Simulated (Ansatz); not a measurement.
C:
```
C
1.0
    4.84463     2.79705     1.39417
   -4.84463     2.79705     1.39417
    0.00000    -5.59410     1.39417
C
12
Direct
  0.28133   0.55311   0.41691
  0.71867   0.44689   0.58309
  0.41691   0.28133   0.55311
  0.58309   0.71867   0.44689
  0.55311   0.41691   0.28133
  0.44689   0.58309   0.71867
  0.91691   0.05311   0.78133
  0.08309   0.94689   0.21867
  0.78133   0.91691   0.05311
  0.21867   0.08309   0.94689
  0.05311   0.78133   0.91691
  0.94689   0.21867   0.08309
```

Relaxed with r²SCAN. Special points in fractions of this cell's reciprocal vectors: Γ (0.000, 0.000, 0.000); L (0.500, 0.000, 0.000); T (0.500, -0.500, 0.500); P0 (0.208, -0.792, 0.208); P2 (0.208, 0.208, 0.208); F (0.500, -0.500, 0.000).

List the band energies nearest the Fermi level at these points for the program Ansatz at the r²SCAN level (PAW).

In eV from the Fermi level; about four levels below and three above (degenerate sets whole), none deeper than 8.9 eV; points with the same levels are listed once.

| k | below | above |
|---|---|---|
| Γ | -2.06 -1.48 -1.48 -0.91 | 0.94 0.94 2.25 2.25 |
| L | -1.48 -1.48 -0.80 -0.80 | 0.25 0.25 3.63 3.63 |
| T | -1.64 -1.64 -1.64 -1.64 | 0.70 0.70 3.58 3.58 3.58 3.58 |
| P0 | -2.10 -2.10 -0.16 -0.16 -0.13 | 0.53 3.18 3.18 |
| F | -1.93 -1.84 -1.37 -0.32 | 0.95 2.35 2.77 |

Space group R-3c. The start of the workflow was typed in or built on a structure type; neither database checked (COD, Materials Project) lists it. It is not the phase usual at ambient conditions (space group No. 194, 227). The cell was relaxed with r²SCAN under the symmetry of its start; whether a distortion lowers the energy is not shown. The volume moved by 124 % from the start of the relaxation.

Potentials: the later of the program's two PAW sets.
